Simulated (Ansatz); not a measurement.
Li, a database entry at a rescaled volume

```
Li
1.0
    -1.75405    1.75405    1.75405
     1.75405   -1.75405    1.75405
     1.75405    1.75405   -1.75405
Li
1
Direct
  0.00000 0.00000 0.00000
```

The numbers come from plane-wave PAW DFT (Ansatz): r2SCAN, no spin polarisation, 500 eV, 13×13×13 Γ-centred k points, fermi-dirac occupations (width 0.1 eV). Nothing was relaxed.

Stress: The pressure is -0.3 GPa (compression positive), so with the atoms held at these fractions the cell is close to zero pressure.
Contacts: Li–Li at 3.04 Å: least valence density 0.05 e/Å³ and ELF 0.05 there. Both are smooth PAW fields, read partly inside the augmentation spheres.
At the Fermi level: It is a metal, with about 0.46 states/eV a cell as the mean within 0.25 eV of the Fermi level.

Origin: a database entry at a rescaled volume.
